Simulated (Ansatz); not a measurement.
CdO:
```cif
data_CdO
_chemical_formula_sum 'Cd1 O1'
_space_group_name_H-M_alt 'Pm-3m'
_space_group_IT_number 221
_space_group_name_Hall '-P 4 2 3'
_cell_length_a 2.88120
_cell_length_b 2.88120
_cell_length_c 2.88120
_cell_angle_alpha 90.000
_cell_angle_beta 90.000
_cell_angle_gamma 90.000
loop_
_atom_site_label
_atom_site_type_symbol
_atom_site_symmetry_multiplicity
_atom_site_Wyckoff_symbol
_atom_site_fract_x
_atom_site_fract_y
_atom_site_fract_z
_atom_site_occupancy
Cd1 Cd 1 a 0.00000 0.00000 0.00000 1
O1 O 1 b 0.50000 0.50000 0.50000 1
```

Relaxed with PBEsol.

Which orbitals make up the states near the Fermi level in DFT-PBEsol in the program Ansatz with PAW potentials?

Within 0.5 eV of the Fermi level: O 2p 94 %. Projections are on Löwdin-orthogonalised atomic valence shells; empty p or d shells of many metals are not among them.

Tabulate the density of states.

States/eV per cell of 2 atoms, in 0.25 eV bins, energy from the Fermi level.

```csv
E (eV),total,Cd 4d,O 2p,Cd 5s
-7.85,5.75,5.18,0.40,0.14
-7.60,3.81,3.39,0.31,0.08
-7.35,5.86,5.45,0.31,0.03
-7.10,6.81,6.49,0.20,0.02
-6.85,6.91,6.74,0.09,0.02
-6.60,3.73,3.69,0.03,0.01
-6.35,1.11,1.09,0.01,0.00
-6.10,0.46,0.46,0.00,0.00
-5.85,0.00,0.00,0.00,0.00
-5.60,0.00,0.00,0.00,0.00
-5.35,0.00,0.00,0.00,0.00
-5.10,0.00,0.00,0.00,0.00
-4.85,0.00,0.00,0.00,0.00
-4.60,0.00,0.00,0.00,0.00
-4.35,1.30,0.37,0.58,0.31
-4.10,2.98,0.42,1.63,0.76
-3.85,1.50,0.15,0.89,0.35
-3.60,0.90,0.07,0.59,0.17
-3.35,0.73,0.06,0.52,0.09
-3.10,0.69,0.05,0.53,0.06
-2.85,0.74,0.06,0.59,0.04
-2.60,0.87,0.06,0.72,0.03
-2.35,1.15,0.08,0.97,0.02
-2.10,1.16,0.08,0.98,0.01
-1.85,1.12,0.08,0.97,0.01
-1.60,0.98,0.06,0.86,0.01
-1.35,0.78,0.04,0.69,0.01
-1.10,0.97,0.05,0.87,0.01
-0.85,1.72,0.14,1.53,0.00
-0.60,2.46,0.16,2.25,0.00
-0.35,3.09,0.13,2.92,0.00
-0.10,0.89,0.04,0.83,0.00
0.15,0.02,0.00,0.01,0.01
0.40,0.03,0.00,0.01,0.01
0.65,0.04,0.00,0.02,0.01
0.90,0.05,0.00,0.02,0.02
1.15,0.06,0.00,0.03,0.02
1.40,0.07,0.00,0.04,0.02
1.65,0.09,0.00,0.04,0.03
1.90,0.10,0.00,0.05,0.04
2.15,0.12,0.00,0.06,0.05
2.40,0.14,0.00,0.07,0.06
2.65,0.17,0.00,0.08,0.07
2.90,0.20,0.00,0.09,0.08
3.15,0.24,0.00,0.11,0.10
3.40,0.34,0.00,0.13,0.18
3.65,0.59,0.01,0.17,0.37
3.90,0.88,0.01,0.24,0.56
4.15,1.64,0.02,0.45,1.06
4.40,1.71,0.01,0.42,1.14
4.65,0.93,0.01,0.21,0.59
4.90,0.40,0.00,0.10,0.22
```

The start of the workflow was typed in or built on a structure type; neither database checked (COD, Materials Project) lists it. It is not the phase usual at ambient conditions (space group No. 225). The PBEsol relaxation kept the symmetry of its start. At this level the phase is mechanically unstable. Scalar-relativistic: spin–orbit coupling is off unless named, which matters more the heavier the elements.

Potentials: the later of the program's two PAW sets.
